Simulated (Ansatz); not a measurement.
A geometry of TiC away from equilibrium: step 2 of the relaxation of a relaxed TiC cell displaced along its unstable phonon at q = (½, ½, 0) of its primitive reciprocal cell (164i cm⁻¹), largest move 0.15 Å. These are r2SCAN (plane waves to 500 eV, PAW, scalar-relativistic; Ansatz, a first-principles code) values and carry that method's errors. Γ-centred k-mesh 8×8×12 on the run's cell (coarser than for final values), Fermi–Dirac smearing 0.05 eV.

```xyz
8
Lattice="8.0052 -0.0022 0.0000 4.0015 4.0015 0.0000 0.0000 0.0000 2.7167" Properties=species:S:1:pos:R:3:forces:R:3 pbc="T T T" free_energy=-11024.842 pressure_GPa=-0.4
Ti     0.0000     0.0000    -0.0555    0.0000    0.0000   -0.1786
Ti     4.0026    -0.0011     0.0555    0.0000    0.0000    0.1786
Ti    10.0059     1.9985    -0.2549    0.0000    0.0000   -0.8327
Ti     6.0033     1.9996     0.2549    0.0000    0.0000    0.8327
C      7.8885     2.0240     2.0126   -0.3362    0.0961    0.1349
C      4.1182     1.9752     2.0126    0.3362   -0.0961    0.1349
C      1.9763     0.1156     0.7042   -0.0961    0.3362   -0.1349
C      6.0289    -0.1178     0.7042    0.0961   -0.3362   -0.1349
```

Positions in Å, forces in eV/Å, free energy of the cell in eV (comparable only within this code, potentials and settings). Largest force: 0.83 eV/Å, on Ti3, Ti4 (atoms numbered as listed); the geometry lies 0.45 eV/atom above the end of its relaxation.

No spin polarisation in the result.

The run could not lose the symmetry of its start: the end is stationary, and may be a saddle point rather than a minimum.

The end of the path is a generated cell of TiC: the first start was made by placing the elements on the sites of a structure type, and the end was not matched to a known phase here, so it may be hypothetical. Known forms of TiC include space group No. 225.
